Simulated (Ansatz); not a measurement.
NiGe:
```
NiGe
1.0
    2.92916     0.00000     0.00000
    0.00000     2.92916     0.00000
    0.00000     0.00000     2.92916
Ni Ge
1 1
Direct
  0.00000   0.00000   0.00000
  0.50000   0.50000   0.50000
```

This is the PBEsol-relaxed structure.

Task: All from PBEsol in the plane-wave PAW code Ansatz, unless another level is named. Estimate the electronic character.

Result: metallic (no gap).

Task: What about the formation energy from the elements (no fitted shifts)?

Result: -0.12 eV/atom.

Task: And the density of states at the Fermi level?

Result: 0.49 states/eV per atom (mean over ±0.08 eV).

Task: Next, the gap with spin–orbit coupling?

Result: none (metallic).

Space group Pm-3m (CsCl type). A made-up cell: these elements were put on the sites of a structure type; neither database checked (COD, Materials Project) lists it. COD files the formula under space group No. 62. Its standing as an ambient phase is unchecked. The cell was relaxed with PBEsol under the symmetry of its start; whether a distortion lowers the energy is not shown. The workflow began spin-polarised and lost its moments. The references are the lowest solids computed at this level, not always the standard phases. Scalar-relativistic: spin–orbit coupling is off unless named, which matters more the heavier the elements.

Potentials: the earlier of the program's two PAW sets. The files were generated under PBE; for other functionals the program regenerates the frozen cores, and for LDA and PBEsol the local potential too.
